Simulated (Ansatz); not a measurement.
A geometry of Ti away from equilibrium: step 3 of the relaxation of a relaxed Ti cell, doubled along one cell vector, shaken by Gaussian noise of σ = 0.08 Å a coordinate. These are r2SCAN (plane waves to 500 eV, PAW, scalar-relativistic; Ansatz, a program for electronic structure) values and carry that method's errors. Γ-centred k-mesh 12×12×6 on the run's cell (coarser than for final values), Fermi–Dirac smearing 0.05 eV. The plane waves were selected for a different cell earlier on the path.

```xyz
2
Lattice="2.6241 0.0023 0.0002 0.0023 2.6376 0.0010 0.0004 0.0020 5.0488" Properties=species:S:1:pos:R:3 pbc="T T T"
Ti    -0.1168    -0.5339     0.0270
Ti    -0.0042     0.5595     2.5519
```

### Question
What forces act on the atoms (eV/Å)?

### Answer
```csv
atom,Fx,Fy,Fz
Ti1,-0.12,-0.70,0.00
Ti2,0.12,0.70,0.00
```

The path ends in Fm-3m (No. 225) (fcc (Cu type)). No spin polarisation in the result.

The run could not lose the symmetry of its start: the end is stationary, and may be a saddle point rather than a minimum.

The end of the path is a generated cell of Ti: the first start was made by placing the elements on the sites of a structure type, and the end was not matched to a known phase here, so it may be hypothetical. Known forms of Ti include space group No. 194.
